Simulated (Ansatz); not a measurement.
Nb₃Cl₈:
```cif
data_Cl16Nb6
_chemical_formula_sum 'Nb6 Cl16'
_space_group_name_H-M_alt 'P-3m1'
_space_group_IT_number 164
_space_group_name_Hall '-P 3 2"'
_cell_length_a 6.75399
_cell_length_b 6.75399
_cell_length_c 12.42721
_cell_angle_alpha 90.000
_cell_angle_beta 90.000
_cell_angle_gamma 120.000
loop_
_atom_site_label
_atom_site_type_symbol
_atom_site_symmetry_multiplicity
_atom_site_Wyckoff_symbol
_atom_site_fract_x
_atom_site_fract_y
_atom_site_fract_z
_atom_site_occupancy
Nb1 Nb 6 i 0.52873 0.05747 0.24631 1
Cl1 Cl 2 d 0.66667 0.33333 0.09872 1
Cl2 Cl 2 d 0.33333 0.66667 0.35468 1
Cl3 Cl 6 i 0.16470 0.32941 0.13833 1
Cl4 Cl 6 i 0.33751 0.16875 0.37866 1
```

Relaxed with r²SCAN+D4.

### Question
Tabulate the valence density and the electron localisation function along the shortest Nb–Nb contact (2.79 Å), plane-wave PAW r²SCAN+D4 (Ansatz code).

### Answer


| distance from Nb (Å) | density (e/Å³) | ELF |
|---|---|---|
| 0.28 | 5.05 | 0.42 |
| 0.42 | 4.88 | 0.68 |
| 0.56 | 3.90 | 0.76 |
| 0.70 | 2.58 | 0.73 |
| 0.84 | 1.49 | 0.61 |
| 0.98 | 0.84 | 0.46 |
| 1.12 | 0.56 | 0.40 |
| 1.26 | 0.45 | 0.44 |
| 1.40 | 0.42 | 0.48 |
| 1.54 | 0.45 | 0.44 |
| 1.68 | 0.56 | 0.40 |
| 1.82 | 0.84 | 0.46 |
| 1.96 | 1.49 | 0.61 |
| 2.10 | 2.58 | 0.73 |
| 2.24 | 3.90 | 0.76 |
| 2.38 | 4.88 | 0.68 |
| 2.52 | 5.05 | 0.42 |

The density is the valence pseudo-density with augmentation charge, so density and ELF within about 1 Å of a nucleus are not all-electron values.

The first step of the workflow began from a Materials Project structure, measured or hypothetical; the Crystallography Open Database copy checked does not list it. Whether it is the stable phase at ambient conditions was not checked. The r²SCAN+D4 relaxation kept the symmetry of its start; whether a distortion lowers the energy is not shown. The run is not spin-polarised.

Potentials: the earlier of the program's two PAW sets. The files were generated under PBE; for other functionals the program regenerates the frozen cores, and for LDA and PBEsol the local potential too.
